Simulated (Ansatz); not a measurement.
LiMgBN2 in space group I-4m2 (No. 119; Li on 2d, Mg on 2c, B on 2b, N on 4e), the program Ansatz at the PBE level (PAW), all energies at zero smearing, with the estimated change up to a 700 eV cutoff added, with one set of potentials and settings (totals compare only within such a set). Cell of 5 atoms (1 Li, 1 Mg, 1 B, 2 N): -3057.071 eV.

| element | reference phase | E (eV/atom) |
|---|---|---|
| Li | Fm-3m, 1 atoms in the cell | -204.6902 |
| Mg | P6_3/mmc, 2 atoms in the cell | -1923.8026 |
| B | R-3m, 12 atoms in the cell | -155.9161 |
| N | Pa-3, 8 atoms in the cell | -384.0325 |

Formation energy per atom, worked out: (-3057.071 − 1×(-204.6902) − 1×(-1923.8026) − 1×(-155.9161) − 2×(-384.0325))/5 = -0.919 eV/atom (-89 kJ per mol of atoms), at 0 K, without zero-point energy or fitted corrections.

The workflow started from a Materials Project entry (that database holds measured and hypothetical structures alike); the Crystallography Open Database copy checked does not list it. With Li and Mg taken as one species the cell has the higher symmetry I4/mmm, so it may be an ordered model of a mixed-site phase. Whether it is the stable phase at ambient conditions was not checked. Symmetry was held in the PBE relaxation; whether a distortion lowers the energy is not shown. The references are the lowest solids computed at this level, not always the standard phases (solids in place of the gases).

Potentials: the later of the program's two PAW sets.
